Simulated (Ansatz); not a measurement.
Values for one crystal, relaxed and computed with DFT-LDA in the program Ansatz with PAW potentials; other levels are named.

| Item | Value |
|---|---|
| Volume per atom | 15.30 Å³ |
| Band gap | 7.29 eV (smallest direct gap 7.29 eV) |
| Dynamical stability on the path | unstable, down to 83i cm⁻¹ |
| Highest zone-centre frequency (without LO–TO term) | 614 cm⁻¹ |
| Hill bulk and shear moduli | 24.1 and 7.1 GPa |
| Bulk modulus (Birch–Murnaghan fit) | 24.1 GPa |
| Pressure derivative B′ | 6.5 |

Task: Pick the material that matches.
A) K3SbS4, Cmc2_1 (Pearson symbol oS32)
B) K2HfF6, Fm-3m (K on 8c, Hf on 4a, F on 24e)
C) KAgF4, I4/mcm (K on 4a, Ag on 4d, F on 16l)
D) SnF2, P2_12_12_1 (Sn on 4a, F on 4a, F on 4a)

Result: B, K2HfF6, Fm-3m (K on 8c, Hf on 4a, F on 24e)

The workflow started from a Materials Project entry (that database holds measured and hypothetical structures alike); the Crystallography Open Database copy checked does not list it. Its standing as an ambient phase is unchecked. The cell was relaxed with LDA under the symmetry of its start. The run is not spin-polarised. Scalar-relativistic: spin–orbit coupling is off unless named, which matters more the heavier the elements.

Potentials: the later of the program's two PAW sets.
